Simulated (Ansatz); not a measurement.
Input file for Ansatz (a first-principles code):

Ansatz 0.2 input:
```yaml
crystal:
  lattice:
    - [2.8120180309, 0.0, 0.0]
    - [-1.4060090154, 2.4352790506, 0.0]
    - [0.0, 0.0, 4.5914136066]
  atoms:
    - { symbol: Ti, position: [0.0, 0.0, 0.0] }
    - { symbol: Al, position: [0.3333333333, 0.6666666667, 0.5] }
kpoints:
  mp_grid: { grid: [29, 29, 16] }
hamiltonian:
  xc: lda
  pseudopotentials: { kind: paw }
scf:
  occupations: { method: fermi_dirac, width: 0.1 }
elastic: { mode: relaxed_ion, stencil: two_point, amplitude: 0.005, f_tol: 0.0005 }
```

Output (shortened):

```
Pseudopotential: Ti, paw, valence charge 12
Pseudopotential: Al, paw, valence charge 3
Functional definition: SPW92
Crystal: 2 atoms, lattice volume = 31.442 Å³
Basis set: ecut = 420 eV, 615 PW (Γ)
Bands: 12, of which v1, the nominal top of the filled ones, is band 8 counted from 1 (7 counted from 0)
Symmetry: 12 space group operations
Space group: P-6m2 (ITA 187), of the structure as read, at distance tolerance 3.2e-5 Å
k-points: 765 of 13456 (time reversal used)
SCF 1 converged in 9 iterations: F = -2963.727783 eV  dr2 = 1.35e-15
Crystal: 2 atoms, lattice volume = 31.285 Å³
Basis set: ecut = 420 eV, 611 PW (Γ)
Symmetry: 4 space group operations
k-points: 2025 of 13456 (time reversal used)
SCF 2 converged in 10 iterations: F = -2963.727050 eV  dr2 = 2.74e-15
relax step   1: F+E_penalty+E_count = -2963.72704976 eV  Δ(F+E_penalty+E_count) = +0.000e0 eV  max|allowed force component| = 1.659e-2 eV/Å  Δτ_max = 0.0000 Å  (10 SCF iters, accepted)
Crystal: 2 atoms, lattice volume = 31.285 Å³
SCF 3 converged in 7 iterations: F = -2963.727111 eV  dr2 = 5.14e-14
relax step   2: F+E_penalty+E_count = -2963.72711110 eV  Δ(F+E_penalty+E_count) = -6.134e-5 eV  max|allowed force component| = 3.048e-3 eV/Å  Δτ_max = 0.0045 Å  (7 SCF iters, accepted)
Crystal: 2 atoms, lattice volume = 31.285 Å³
SCF 4 converged in 10 iterations: F = -2963.727113 eV  dr2 = 0.0
relax step   3: F+E_penalty+E_count = -2963.72711320 eV  Δ(F+E_penalty+E_count) = -2.109e-6 eV  max|allowed force component| = 2.837e-5 eV/Å  Δτ_max = 0.0007 Å  (10 SCF iters, accepted)
Crystal: 2 atoms, lattice volume = 31.285 Å³
SCF 5 converged in 6 iterations: F = -2963.727113 eV  dr2 = 0.0
Crystal: 2 atoms, lattice volume = 31.599 Å³
SCF 6 converged in 10 iterations: F = -2963.727696 eV  dr2 = 1.82e-15
relax step   1: F+E_penalty+E_count = -2963.72769645 eV  Δ(F+E_penalty+E_count) = +0.000e0 eV  max|allowed force component| = 1.638e-2 eV/Å  Δτ_max = 0.0000 Å  (10 SCF iters, accepted)
Crystal: 2 atoms, lattice volume = 31.599 Å³
SCF 7 converged in 7 iterations: F = -2963.727759 eV  dr2 = 3.51e-14
relax step   2: F+E_penalty+E_count = -2963.72775941 eV  Δ(F+E_penalty+E_count) = -6.295e-5 eV  max|allowed force component| = 5.838e-4 eV/Å  Δτ_max = 0.0037 Å  (7 SCF iters, accepted)
Crystal: 2 atoms, lattice volume = 31.599 Å³
SCF 8 converged in 9 iterations: F = -2963.727759 eV  dr2 = 0.0
relax step   3: F+E_penalty+E_count = -2963.72775949 eV  Δ(F+E_penalty+E_count) = -8.106e-8 eV  max|allowed force component| = 5.664e-6 eV/Å  Δτ_max = 0.0001 Å  (9 SCF iters, accepted)
Crystal: 2 atoms, lattice volume = 31.599 Å³
SCF 9 converged in 6 iterations: F = -2963.727759 eV  dr2 = 0.0
Crystal: 2 atoms, lattice volume = 31.285 Å³
SCF 10 converged in 7 iterations: F = -2963.727526 eV  dr2 = 7.89e-14
Crystal: 2 atoms, lattice volume = 31.599 Å³
SCF 11 converged in 6 iterations: F = -2963.726803 eV  dr2 = 1.84e-15
Crystal: 2 atoms, lattice volume = 31.442 Å³
Symmetry: 2 space group operations
k-points: 3495 of 13456 (time reversal used)
SCF 12 converged in 9 iterations: F = -2963.727601 eV  dr2 = 1.25e-14
relax step   1: F+E_penalty+E_count = -2963.72760100 eV  Δ(F+E_penalty+E_count) = +0.000e0 eV  max|allowed force component| = 3.406e-4 eV/Å  Δτ_max = 0.0000 Å  (9 SCF iters, accepted)
Crystal: 2 atoms, lattice volume = 31.442 Å³
SCF 13 converged in 6 iterations: F = -2963.727601 eV  dr2 = 0.0
Crystal: 2 atoms, lattice volume = 31.442 Å³
SCF 14 converged in 9 iterations: F = -2963.727601 eV  dr2 = 1.62e-14
relax step   1: F+E_penalty+E_count = -2963.72760100 eV  Δ(F+E_penalty+E_count) = +0.000e0 eV  max|allowed force component| = 3.406e-4 eV/Å  Δτ_max = 0.0000 Å  (9 SCF iters, accepted)
Crystal: 2 atoms, lattice volume = 31.442 Å³
SCF 15 converged in 6 iterations: F = -2963.727601 eV  dr2 = 0.0
SCF converged after 9 iterations
Free energy (F): -2963.727783 eV
Harris-Foulkes:  -2963.727783 eV  (|F-HF|=0.00e0)
Internal energy: -2963.652942 eV  (E = F + TS)
E sigma→0 (E₀):  -2963.690362 eV
Entropy (-TS):   -0.074840 eV (-37.420 meV/atom)
Fermi energy:    10.973297 eV
--- Per-component energies (eV) ---
  E_band       = -158.856670
  E_kinetic    = 297.728474
  E_local      = -1135.462878  (includes V_loc(G=0)·N_el)
  E_nonlocal   = 23.538630
  E_hartree    = 491.868857
  E_xc         = -136.946319
  E_vxc        = -152.145631  (∫ρ·V_xc dr)
  E_paw        = -1442.766344  (= ΣΔE_a)
  E_vpaw       = -176.253083  (= ΣTr[D̂ρ^β])
  E_aug_tail   = 0.000104  (compensation charges beyond the density's cutoff)
  E_ewald      = -1061.995133
  E_core_change = 0.381667  (= ΣΔE_core)
  E_smearing   = -0.074840  (= −TS)
  E_closure    = 0.000000  (closes the sum)
  Σ components = -2963.727783   (vs F -2963.727783, Δ=0.00e0)
--- Forces (eV/Å), atoms counted from 1 ---
  atom   1  Ti     0.00000000     0.00000000     0.00000000
  atom   2  Al     0.00000000     0.00000000     0.00000000
  max |Σ_I F_I| component: 5.58e-17 eV/Å
--- Stress (GPa, compression-positive) ---
        0.324994       0.000000       0.000000
        0.000000       0.324994       0.000000
        0.000000       0.000000      -0.374202
  P = ⅓ Tr σ = 0.0919 GPa (0.919 kbar)
--- Band table (eV; the first three rows and the last of 765) ---
  k-point 0: bands = ["-44.8339", "-21.4850", "-20.9868", "-20.9868", "1.7840", "8.6056", "9.1555", "12.2760", "12.2760", "13.8769", "13.8769", "15.1087"]
  k-point 1: bands = ["-44.8339", "-21.4852", "-20.9868", "-20.9868", "1.8100", "8.3264", "9.3773", "12.2765", "12.2765", "13.8737", "13.8737", "15.1951"]
  k-point 2: bands = ["-44.8338", "-21.4859", "-20.9868", "-20.9868", "1.8866", "7.8495", "9.6898", "12.2778", "12.2778", "13.8647", "13.8647", "15.4458"]
  k-point 764: bands = ["-44.6919", "-21.5091", "-21.4569", "-21.3524", "8.6584", "9.0790", "10.3203", "10.3524", "10.9857", "12.2502", "14.3773", "15.7656"]
--- Elastic constants: 3 strain directions × 2 members + reference (group order 12) ---
  dense FFT box of the reference and of every strained cell: 20×20×32
  strains applied: 11, 33, 23; error gains …
  C = ∂σ_k/∂η_j (tension-positive GPa; Voigt order 11 22 33 23 13 12):
       141.017    119.250     72.392      0.000      0.000      0.000
       119.250    141.017     72.392      0.000      0.000      0.000
        71.660     71.660    251.575      0.000      0.000      0.000
         0.000      0.000      0.000     73.920      0.000      0.000
         0.000      0.000      0.000      0.000     73.920      0.000
         0.000      0.000      0.000      0.000      0.000     10.884
  reference stress σ⁰ (GPa):     -0.325     -0.325      0.374      0.000      0.000      0.000
  moduli (Voigt/Reuss/Hill, GPa): K = 117.80/115.93/116.86   G = 49.77/22.36/36.06   E = 98.09   ν = 0.360
  mechanically stable: yes (min eigenvalue of sym C = 10.88 GPa)
  strain η (Voigt 11):  stress-route row diagonal C_11 = 141.02 GPa, energy-path curvature d²(F+E_count+ΔE)/dδ²/Ω₀ = 140.99 GPa
         δ    σ_11 (GPa)             F (eV)   n_scf  n_hpsi   n_pw
    -5.000e-3      -1.0408       -2963.7271132       6  320355    628   relax 3 steps, max|allowed force component| 2.84e-5 eV/Å
     5.000e-3       0.3694       -2963.7277595       6  320453    636   relax 3 steps, max|allowed force component| 5.66e-6 eV/Å
  strain η (Voigt 33):  stress-route row diagonal C_33 = 251.57 GPa, energy-path curvature d²(F+E_count+ΔE)/dδ²/Ω₀ = 251.60 GPa
         δ    σ_33 (GPa)             F (eV)   n_scf  n_hpsi   n_pw
    -5.000e-3      -0.9002       -2963.7275262       7  159351    628   relax 0 steps, max|allowed force component| 1.54e-17 eV/Å
     5.000e-3       1.6155       -2963.7268029       6  133146    634   relax 0 steps, max|allowed force component| 4.22e-17 eV/Å
  strain η (Voigt 23):  stress-route row diagonal C_44 = 73.92 GPa, energy-path curvature d²(F+E_count+ΔE)/dδ²/Ω₀ = 73.92 GPa
         δ    σ_23 (GPa)             F (eV)   n_scf  n_hpsi   n_pw
    -5.000e-3      -0.3696       -2963.7276010       6  555911    631   relax 1 steps, max|allowed force component| 3.41e-4 eV/Å
     5.000e-3       0.3696       -2963.7276010       6  558610    631   relax 1 steps, max|allowed force component| 3.41e-4 eV/Å
```

Cost: about 15 core-minutes (a rough figure) on shared cores.

The first step of the workflow began from a Materials Project structure, measured or hypothetical; the Crystallography Open Database copy checked does not list it. With Ti and Al taken as one species the cell has the higher symmetry P6_3/mmc, so it may be an ordered model of a mixed-site phase. It is not the phase usual at ambient conditions (space group No. 123). The cell was relaxed with LDA under the symmetry of its start; its stability against distortions is not shown here. The run is not spin-polarised. As this level gives no gap, shear constants depend on the k-mesh and smearing (Fermi–Dirac, 0.1 eV here). Axis ratios of metals converge slowly with the k-mesh, so a and c are less sure than the volume. On the denser mesh and wider smearing of the elastic run this cell carries a stress of 0.4 GPa.

Potentials: the later of the program's two PAW sets.

Ansatz is a plane-wave DFT program.
